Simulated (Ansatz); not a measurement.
A bilayer cut from bulk WS2 (2H-MoS2 type, space group P6_3/mmc), in the bulk's stacking and in-plane cell, with 15 Å of vacuum. The upper layer (atoms 4 to 6) slides over the lower.

```yaml
crystal:
  lattice:
    - [3.16997, 0.00000, 0.00000]
    - [1.58498, 2.74527, 0.00000]
    - [0.00000, 0.00000, 24.37137]
  atoms:
    - { symbol: S, position: [0.33333, 0.33333, 0.30774] }
    - { symbol: W, position: [0.66667, 0.66667, 0.37186] }
    - { symbol: S, position: [0.33333, 0.33333, 0.43598] }
    - { symbol: S, position: [0.66667, 0.66667, 0.56402] }
    - { symbol: W, position: [0.33333, 0.33333, 0.62814] }
    - { symbol: S, position: [0.66667, 0.66667, 0.69226] }
```

In-plane vectors a = (3.170, 0.000) Å, b = (1.585, 2.745) Å, area 8.70 Å². The shift is s times the vector a + b (length 5.491 Å), so s = 1 restores the start. Atoms relax along the normal only. γ = [E(shift) − E(0)] / area.

The numbers are results of r2SCAN+rVV10 (plane waves to 500 eV, PAW, scalar-relativistic; Ansatz, a program for electronic structure), not measurements. k mesh 12×12×1 (Γ-centred), Fermi-Dirac smearing 0.05 eV. Energies are extrapolated to zero smearing. Spin-orbit coupling is left out, though W is heavy. WS2 is run without spin polarisation. WS2 was relaxed with its symmetry unable to fall. The zero of γ is zero shift.

| s | γ (mJ/m²) |
|---|---|
| 0.000 | 0 |
| 0.083 | 18 |
| 0.167 | 38 |
| 0.250 | 39 |
| 0.333 | 33 |
| 0.417 | 49 |
| 0.500 | 85 |
| 0.583 | 113 |
| 0.667 | 123 |
| 0.750 | 112 |
| 0.833 | 79 |
| 0.917 | 28 |

Problem. Does γ have a local minimum between the ends of the line, and at which s?

Solution. s = 0.333.

Problem. Which barrier is met on the easier way from s = 0 (or 1) to s = 0.333?

Solution. 39 mJ/m².

Problem. By a periodic cubic spline through the points, what shear stress does the steepest rise of γ from s = 0 correspond to?

Solution. 0.57 GPa. A slope of 1 mJ/m² per Å is 0.01 GPa.

(The slope of γ gives the shear force per area between the displaced halves; near zero shift its curvature is an elastic stiffness.)
